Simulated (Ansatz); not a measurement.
# Fe$_{3}$Co, first-principles data

Fe3Co:
```yaml
crystal:
  lattice:
    - [3.96395, 0.00000, 0.00000]
    - [0.00000, 3.96395, 0.00000]
    - [0.00000, 0.00000, 2.79699]
  atoms:
    - { symbol: Fe, position: [0.50000, 0.50000, 0.00000] }
    - { symbol: Fe, position: [0.50000, 0.00000, 0.50000] }
    - { symbol: Fe, position: [0.00000, 0.50000, 0.50000] }
    - { symbol: Co, position: [0.00000, 0.00000, 0.00000] }
```
The run is spin-polarised; directions of the spins, atom by atom: ↑ ↑ ↑ ↑.

Space group P4/mmm (No. 123); conventional cell a = b = 3.9640 Å, c = 2.7970 Å, α = β = γ = 90.00°.

Method: the program Ansatz at the PBEsol level (PAW). The cell and atoms are relaxed at this level. Other levels are named where they apply.

Cell and energy:

| Quantity | Result |
|---|---|
| Volume per atom | 10.99 Å³ |
| Density | 8.56 g/cm³ |
| Formation energy from the elements (no fitted shifts) | -0.020 eV/atom |

Electronic structure:

| Item | Result |
|---|---|
| Electronic character | metallic (no gap) |
| Density of states at the Fermi level | 0.57 states/eV per atom (mean over ±0.08 eV) |

Magnetism:

| Property | Result |
|---|---|
| Magnetic order | ferromagnetic |
| Net moment | 2.25 μB per atom |

Mechanics:

| Property | Result |
|---|---|
| Bulk modulus (Birch–Murnaghan fit) | 213 GPa |
| Pressure derivative B′ | 4.9 |

The workflow started from a Materials Project entry (that database holds measured and hypothetical structures alike); the Crystallography Open Database copy checked does not list it. Its standing as an ambient phase is unchecked. The PBEsol relaxation kept the symmetry of its start; whether a distortion lowers the energy is not shown. The final state is ferromagnetic, chosen from 5 collinear starts compared on coarse meshes (ties went to the first, and starts can fall back to one state), not a proven ground state. Axis ratios of metals converge slowly with the k-mesh, so a and c are less sure than the volume. The references are the lowest solids computed at this level, not always the standard phases.

Potentials: the later of the program's two PAW sets.
